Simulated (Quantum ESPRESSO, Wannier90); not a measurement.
TaNi$_{3}$ (Fmmm), plane waves to Wannier functions

```
begin unit_cell_cart
ang
    2.5463900000    2.5511500000    0.0000000000
    2.5463900000   -2.5511500000    0.0000000000
   -2.5463900000    0.0000000000   -3.7045450000
end unit_cell_cart
begin atoms_frac
Ta   0.0000000000  0.0000000000  0.0000000000
Ni   0.5000000000  0.5000000000  0.0000000000
Ni   0.2500000000 -0.2500000000  0.5000000000
Ni  -0.2500000000  0.2500000000  0.5000000000
end atoms_frac
```

Materials Project entry mp-570491; symmetrised, unrelaxed at this level. Not found in the COD (Crystallography Open Database) copy used, which has the formula in other groups; not checked further. The atoms lie within 0.1 Å of the higher space group I4/mmm. Level: PBEsol, no spin polarisation, no spin-orbit coupling; pw.x of Quantum ESPRESSO at 79 Ry with PseudoDojo potentials, 4×4×4 k-points, Wannier90. Density: 14×14×14 mesh, cold smearing 0.01 Ry. A non-magnetic state is assumed; magnetic ones were not tried. Spin-orbit coupling is left out although heavy elements are present.

A tight-binding model is made by disentanglement and projection with no localisation steps (num_iter = 0), so the 36 orbitals stay atom-like: hydrogen-like Ta: s;p;d; Ni: s;p;d, axes along x, y, z; frozen window up to 1.50 eV relative to the Fermi level. It follows pw.x to 19 meV rms for states up to 1.0 eV relative to the Fermi level. Matrix elements depend on this choice of orbitals and windows.

**Question.** Which pairs of orbitals on different sites are coupled most strongly? Give distance, modulus and how many such pairs a cell has.

**Answer.** 
```
orbital    orbital  distance of the centres (Å)  modulus (eV)  pairs
-------  ---------  ---------------------------  ------------  -----
Ni px        Ni px                         2.55          3.44      2
Ni py        Ni py                         2.55          3.40      2
Ni px        Ta px                         2.55          3.24      2
Ni py        Ta py                         2.55          3.23      2
Ni px         Ta s                         2.55          2.46      2
Ni py         Ta s                         2.55          2.45      2
Ni px         Ni s                         2.55          2.32      4
Ni py         Ni s                         2.55          2.32      4
Ni px    Ta dx2-y2                         2.55          2.31      2
Ni py    Ta dx2-y2                         2.55          2.29      2
Ni s         Ta px                         2.55          2.11      2
Ni s         Ta py                         2.55          2.10      2
Ni pz        Ni pz                         2.58          1.77      8
Ni pz         Ni s                         2.58          1.63      8
Ni px       Ta dz2                         2.55          1.57      2
Ni py       Ta dz2                         2.55          1.56      2
Ni py        Ni pz                         2.58          1.52      8
Ni s         Ta pz                         2.58          1.52      8
Ni px        Ni pz                         2.58          1.51      8
Ni py        Ni pz                         2.58          1.45      8
Ni px        Ni pz                         2.58          1.45      8
Ni s     Ta dx2-y2                         2.55          1.43      4
Ni pz         Ni s                         2.58          1.32      8
Ni pz         Ta s                         2.58          1.26      8
Ni pz        Ta px                         2.58          1.18      8
Ni px        Ta pz                         2.58          1.18      8
Ni pz        Ta py                         2.58          1.17      8
Ni py        Ta pz                         2.58          1.17      8
Ni pz       Ta dxy                         2.58          1.13      8
Ni s          Ta s                         2.55          1.11      4
```
